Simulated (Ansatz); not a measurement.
TiB₂ (MoSi2 or CaC2 type, I4/mmm) at seven volumes, PBEsol (plane waves, PAW; program Ansatz), shape and atoms relaxed at each. One row is withheld.

```tsv
V (Å³/atom)	P (GPa)
9.053	19.29
9.352	11.91
9.650	5.52
9.949	0.00
10.247	-4.75
10.546	-8.86
10.844	?
```

Fit the shown pressures and predict the withheld one.

Third-order Birch–Murnaghan: P = (3/2)B₀(x^(7/2) − x^(5/2))[1 + (3/4)(B′ − 4)(x − 1)] with x = (V₀/V)^(2/3). Least squares on the six rows gives V₀ = 9.949 Å³/atom, B₀ = 170.4 GPa, B′ = 3.85. At V = 10.844, x = 0.9442 and P = -12.43 GPa. The run itself gave -12.38 GPa.

The cell is a constructed one: a structure type filled with these elements; neither database checked (COD, Materials Project) lists it. It is not the phase usual at ambient conditions (space group No. 191). Symmetry was held in the PBEsol relaxation; whether a distortion lowers the energy is not shown. The run is not spin-polarised.

Potentials: the earlier of the program's two PAW sets. The files were generated under PBE; for other functionals the program regenerates the frozen cores, and for LDA and PBEsol the local potential too.
